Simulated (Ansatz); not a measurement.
NaI:
```cif
data_INa
_chemical_formula_sum 'Na1 I1'
_space_group_name_H-M_alt 'P 1'
_space_group_IT_number 1
_cell_length_a 4.42594
_cell_length_b 4.42594
_cell_length_c 4.42594
_cell_angle_alpha 60.000
_cell_angle_beta 60.000
_cell_angle_gamma 60.000
loop_
_space_group_symop_operation_xyz
  'x, y, z'
loop_
_atom_site_label
_atom_site_type_symbol
_atom_site_fract_x
_atom_site_fract_y
_atom_site_fract_z
_atom_site_occupancy
Na1 Na 0.00000 0.00000 0.00000 1
I1 I 0.50000 0.50000 0.50000 1
```

Relaxed with LDA.

Q: Give the optical modes at the zone centre with their infrared and Raman activity from DFPT, the program Ansatz at the LDA level (PAW).

A: Transverse frequencies, without the LO–TO term; a row sums one degenerate level.

```csv
ω (cm⁻¹),degeneracy,IR ((D/Å)²/amu),Raman (Å⁴/amu),activity,symmetry
131,3,4.82,0,IR,T1u
```

Q: How high does the top mode go among those that the LO–TO term moves?

A: 180 cm⁻¹ for q along x.

Space group Fm-3m (rock salt). The LDA relaxation kept the symmetry of its start; phonons on a q-mesh show no instability. Scalar-relativistic: spin–orbit coupling is off unless named, which matters more the heavier the elements.

Potentials: the later of the program's two PAW sets.
